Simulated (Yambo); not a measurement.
```
BP
1.0
    0.00000     2.26036     2.26036
    2.26036     0.00000     2.26036
    2.26036     2.26036     0.00000
B P
1 1
Direct
  0.00000   0.00000   0.00000
  0.75000   0.75000   0.75000
```

BP (zinc blende, space group F-43m, No. 216): G0W0@PBEsol in Yambo (6×6×6 Γ-centred k mesh, 84 bands and a 14 Ry block in the screening, 84 bands in G with the Bruneval-Gonze terminator, plasmon pole fitted at 27.2 eV) on wavefunctions from Quantum ESPRESSO. With the symmetry operations that carry no fractional translation, the mesh has 16 irreducible k points, and the gap Γ → X is 2.062 eV.

**Question.** What changes when point-group symmetry is switched off and time reversal alone is kept?

**Answer.** The mesh then has 112 irreducible points. The exact result doesn't change; the run gives 2.063 eV, and the difference is numerical residue, whose source wasn't traced. Rough time against the symmetric run: about 6× for the empty bands, about 4× for Yambo (3 states against 4).

Geometry relaxed with PBEsol.
